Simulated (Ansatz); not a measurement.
Rb (fcc (Cu type), Fm-3m) at seven volumes, r²SCAN in the plane-wave PAW code Ansatz, scaled uniformly. One row is withheld.

```json
[
 {"V (Å³/atom)": "86.890", "P (GPa)": "0.30"},
 {"V (Å³/atom)": "89.755", "P (GPa)": "0.18"},
 {"V (Å³/atom)": "92.619", "P (GPa)": "?"},
 {"V (Å³/atom)": "95.484", "P (GPa)": "0.00"},
 {"V (Å³/atom)": "98.348", "P (GPa)": "-0.08"},
 {"V (Å³/atom)": "101.213", "P (GPa)": "-0.14"},
 {"V (Å³/atom)": "104.077", "P (GPa)": "-0.20"}
]
```

Q: Fit the shown pressures and predict the withheld one.

A: Third-order Birch–Murnaghan: P = (3/2)B₀(x^(7/2) − x^(5/2))[1 + (3/4)(B′ − 4)(x − 1)] with x = (V₀/V)^(2/3). Least squares on the six rows gives V₀ = 95.381 Å³/atom, B₀ = 2.685 GPa, B′ = 3.78. At V = 92.619, x = 1.0198 and P = 0.08 GPa. The run itself gave 0.08 GPa.

The cell is a constructed one: a structure type filled with these elements; the Crystallography Open Database copy checked does not list it. It is not the phase usual at ambient conditions (space group No. 229). The cell was relaxed with r²SCAN under the symmetry of its start; whether a distortion lowers the energy is not shown.

Potentials: the later of the program's two PAW sets.
